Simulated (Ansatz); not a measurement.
BeS (NiAs type, P6_3/mmc), r²SCAN in the plane-wave PAW code Ansatz. The conduction-band minimum lies at K, with 2 equivalent valleys. Second derivatives d²E/dk² of the lowest band at one valley (eV·Å²), along Cartesian directions:

```
direction  d²E/dk²
---------  -------
[100]        13.71
[010]        13.71
[001]        22.91
[110]        13.71
[101]        18.31
[011]        18.31
```

### Question
Find the principal effective masses, the density-of-states mass and the conductivity mass.

### Answer
Off-diagonal terms follow from H_xy = H[110] − (H_xx + H_yy)/2, and m*/mₑ = 7.620 eV·Å² over each eigenvalue: 0.33, 0.56, 0.56. One valley's DOS mass (m₁m₂m₃)^(1/3) = 0.47, conductivity mass 3/(Σ 1/mᵢ) = 0.45 mₑ.

### Question
What effective density of states Nc follows at 300 K for parabolic valleys?

### Answer
Nc = 2.509e19 × 2 × (0.47)^(3/2) ≈ 1.6e19 cm⁻³.

This is a known high-pressure phase of the composition, computed here at zero pressure and temperature. The r²SCAN relaxation kept the symmetry of its start; whether a distortion lowers the energy is not shown.

Potentials: the later of the program's two PAW sets.

Edges and masses are those of Kohn–Sham bands, whose gap is no quasiparticle gap.
